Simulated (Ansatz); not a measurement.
# Relaxing a structure of Cr

The start is a relaxed Cr cell, doubled along one cell vector, shaken by Gaussian noise of σ = 0.08 Å a coordinate. The structure is fully relaxed (lattice and positions, P = 0) with r2SCAN (plane waves to 500 eV, PAW, scalar-relativistic; Ansatz, a quantum-chemistry and plane-wave program). First-step values are on the input's coarse k-mesh.

Ansatz input (later rounds restart from its end on a renewed k-mesh):
Ansatz 0.2 input:
```yaml
crystal:
  lattice:
    - [4.6400680566, 0, 0]
    - [0, 2.3200340283, 0]
    - [0, 0, 2.3200340283]
  atoms:
    - { symbol: Cr, position: [0.0139285602, -0.0617589083, 0.0351785868] }
    - { symbol: Cr, position: [0.503797134, -0.0412717358, -0.0480289816] }
basis: { ecutwfc: 500, ecutrho_ratio: 4, xc_grid: 4, fft_grid_basis: typed }
kpoints: { mp_grid: { grid: [7, 14, 14] } }
hamiltonian:
  xc: r2scan
  dispersion: none
  pseudopotentials: { azcp: { folder: ./paw }, kind: paw }
scf: { occupations: { method: fermi_dirac, width: 0.05 } }
relax: { f_tol: 0.01, max_steps: 100, cell: { stress_tol: 0.02 } }
output: { forces: true, stress: true }
```

Problem. What is the largest force in the starting geometry, and on which atom (counted from 1)?

Solution. 0.75 eV/Å, on Cr1, Cr2 (atoms numbered as listed).

Problem. How does the volume per atom move from start to end?

Solution. -9.2 %, from 12.49 to 11.34 Å³/atom.

Problem. How do the shortest distances between atoms change?

Solution. The closest pairs of elements (up to four, under 3.6 Å), start → end: Cr–Cr 2.28 → 2.45 Å.

Problem. Is the relaxed structure metallic? Give its gap.

Solution. Zero (metallic).

Problem. Give the final cell and atomic positions.

Solution. 
```cif
data_Cr2
_chemical_formula_sum 'Cr2'
_space_group_name_H-M_alt 'Im-3m'
_space_group_IT_number 229
_space_group_name_Hall '-I 4 2 3'
_cell_length_a 2.83091
_cell_length_b 2.83091
_cell_length_c 2.83091
_cell_angle_alpha 90.000
_cell_angle_beta 90.000
_cell_angle_gamma 90.000
loop_
_atom_site_label
_atom_site_type_symbol
_atom_site_symmetry_multiplicity
_atom_site_Wyckoff_symbol
_atom_site_fract_x
_atom_site_fract_y
_atom_site_fract_z
_atom_site_occupancy
Cr1 Cr 2 a 0.00000 0.00000 0.00000 1
```
(The calculation used a cell of 1 atom; values per cell refer to that cell.)

Final values are on a 23×23×23 k-mesh of the relaxed cell. No spin polarisation in the result. A magnetic state may lie lower.

The run could not lose the symmetry of its start.

Of the parent cell (Pm-3m (No. 221)): it is a generated cell of Cr: the first start was made by placing the elements on the sites of a structure type, and the end was not matched to a known phase here, so it may be hypothetical. Known forms of Cr include space group No. 229.
